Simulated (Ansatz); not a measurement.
TiSiB:
```
TiSiB
1.0
    1.65448    -6.63479     0.00000
    1.65448     6.63479     0.00000
    0.00000     0.00000     3.06772
Si B Ti
2 2 2
Cartesian
  1.65448  -2.67318   0.76693
  1.65448   2.67318   2.30079
  1.65448   0.41484   2.30079
  1.65448  -0.41484   0.76693
  1.65448   5.39363   2.30079
  1.65448  -5.39363   0.76693
```

Relaxed with PBE. Special points in fractions of this cell's reciprocal vectors: Γ (0.000, 0.000, 0.000); Y (-0.500, 0.500, 0.000); C0 (-0.266, 0.734, 0.000); Σ0 (0.266, 0.266, 0.000); Z (0.000, 0.000, 0.500); A0 (0.266, 0.266, 0.500); E0 (-0.266, 0.734, 0.500); T (-0.500, 0.500, 0.500); S (0.000, 0.500, 0.000); R (0.000, 0.500, 0.500).

Task: List the band energies nearest the Fermi level at these points for the program Ansatz at the PBE level (PAW).

Result: In eV from the Fermi level; about four levels below and three above (degenerate sets whole), none deeper than 8.9 eV; points with the same levels are listed once.

| k | below | above |
|---|---|---|
| Γ | -1.82 -1.44 -1.43 -1.14 | 0.11 1.92 1.97 |
| Y | -1.47 -1.35 -1.15 -0.37 | 0.30 1.12 1.77 |
| C0 | -3.54 -3.26 -2.87 -0.70 | 0.25 0.32 1.05 |
| Z | -2.09 -2.09 -1.20 -1.20 | 1.37 1.37 1.45 1.45 |
| A0 | -2.62 -2.62 -1.32 -1.32 | 2.66 2.66 3.03 3.03 |
| T | -2.33 -2.33 -1.99 -1.99 | 0.68 0.68 1.75 1.75 |
| S | -4.39 -3.26 -2.35 -0.90 | 0.31 0.32 1.06 |
| R | -2.63 -2.63 -1.29 -1.29 | 2.61 2.61 3.03 3.03 |

Space group Cmcm. The start of the workflow was typed in or built on a structure type; neither database checked (COD, Materials Project) lists it. Whether it is the stable phase at ambient conditions was not checked. Symmetry was held in the PBE relaxation; its stability against distortions is not shown here. The run is not spin-polarised.

Potentials: the later of the program's two PAW sets.
